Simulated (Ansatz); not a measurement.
**Ni (Im-3m), stationary points along a deformation path**

Level of theory: DFT PBEsol, scalar-relativistic, plane waves, PAW in Ansatz 0.2.0. Settings: plane waves to 420 eV, k-mesh 26×26×26 (Γ-centred), Gaussian smearing 0.15 eV. Collinear spins, started from moments 0.5 μB in atom order; the magnetic state may not be the lowest. Energies are free energies at this smearing, counted from the undisturbed cell; pressure is positive in compression.

Reference structure (as given, not relaxed at this level; it stands at -2.7 GPa; this bcc form isn't the usual structure):

```xyz
1
Lattice="-1.3837 1.3837 1.3837 1.3837 -1.3837 1.3837 1.3837 1.3837 -1.3837" Properties=species:S:1:pos:R:3 pbc="T T T"
Ni    0.0000    0.0000    0.0000
```

At fixed volume and fractional coordinates, lengths along (0.000, 0.000, 1.000) are scaled against those across it; ρ is that ratio over its starting value. V = 10.597 Å³/atom. Δσ is the stress along the axis less the mean stress across it (compression positive).

```csv
ρ,ΔE (meV/atom),Δσ (GPa),space group
0.650,494.4,101.61,I4/mmm
0.707,198.2,59.68,I4/mmm
0.780,25.2,22.44,I4/mmm
0.850,-17.7,2.28,I4/mmm
0.920,-10.4,-4.40,I4/mmm
1.000,0.0,0.00,Im-3m
1.100,-16.8,7.64,I4/mmm
1.200,-53.5,10.59,I4/mmm
1.300,-88.1,8.12,I4/mmm
1.414,-104.8,0.02,Fm-3m
```

**Question.** How does the stress give the slope of the energy, and where is the energy stationary?

**Answer.** Along the path d ln(length) is 2/3 d ln ρ on the axis and −1/3 d ln ρ across it, so dE/d ln ρ = −(2/3) V Δσ: the energy falls with ρ where Δσ is positive. Δσ vanishes or changes sign between ρ = 0.850 and 0.920, a minimum (near 0.87 by linear interpolation); at ρ = 1.000 (Im-3m), a maximum at 0.0 meV/atom; at ρ = 1.414 (Fm-3m, an end of the scan), at -104.8 meV/atom. Pairs of stationary points between two samples would go unseen, and could change a minimum read from distant neighbours into a maximum. At ρ = 1.000, 1.414 the cell is cubic, where symmetry alone makes the stress isotropic and the slope zero.

**Question.** Which shear constant sets the curvature at ρ = 1?

**Answer.** For a cubic crystal E/V = (2/3) C (ln ρ)² with C = C′ = (C11 − C12)/2, so Δσ = −2C ln ρ. The parabola of Δσ against ln ρ through ρ = 0.920, 1 and 1.100 gives C ≈ -33 GPa with the ions clamped, rough because the steps are large. It is the stress–strain coefficient at this cell's pressure of -2.7 GPa, not the zero-pressure constant. It is negative, so the cubic cell is unstable to this shear.

**Question.** Integrate that slope from ρ = 1 to 0.780 by the trapezoid rule.

**Answer.** With V/N in Å³ and 1 eV/Å³ = 160.2 GPa the slopes at ρ = 1.000, 0.920, 0.850, 0.780 are 0, 194, -100, -989 meV/atom per unit of ln ρ. The steps add (-8.1) + (-3.7) + 46.8 = 35.0 meV/atom, against 25.2 from the energies; the trapezoid rule misses the curvature of the slope within each step.

**Question.** Is the start the lowest point of the path?

**Answer.** No: ρ = 1.414 lies 104.8 meV/atom lower, with no sampled rise above the start on the way. Volume and inner coordinates are held, so a relaxed structure there would lie lower still.

In a metal these slopes depend on the k mesh and the smearing.